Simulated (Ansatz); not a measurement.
Ge:
Space group P4₃2₁2 (No. 96); a = 5.9512 Å, b = 5.9512 Å, c = 7.0817 Å, α = 90.00°, β = 90.00°, γ = 90.00°

```csv
atom,site,symmetry,x,y,z
Ge,4a,..2,0.0842,0.0842,0.0000
Ge,8b,1,0.1694,0.3727,0.2445
```

Relaxed at zero pressure with r²SCAN (plane waves, PAW; program Ansatz).

The volume is lowered by 9 % and shape and atoms relax at that volume. What pressure results, and how do the axes share the change?

7.1 GPa; a -2.4 %, b -2.4 %, c -4.5 %; the energy rises by 38 meV/atom.

Give the new structure.


Space group P4₃2₁2 (No. 96); a = 5.808 Å, b = 5.808 Å, c = 6.765 Å, α = 90.00°, β = 90.00°, γ = 90.00°

```csv
atom,site,symmetry,x,y,z
Ge,4a,..2,0.0891,0.0891,0.0000
Ge,8b,1,0.1732,0.3711,0.2576
```

The phase is kept; no other phase was compared at this pressure.

Space group P4_32_12. The first step of the workflow began from a Materials Project structure, measured or hypothetical; the Crystallography Open Database files this formula in space group No. 96, but the cells were not matched. It is not the phase usual at ambient conditions (space group No. 227). The cell was relaxed with r²SCAN under the symmetry of its start; whether a distortion lowers the energy is not shown.

Potentials: the later of the program's two PAW sets.
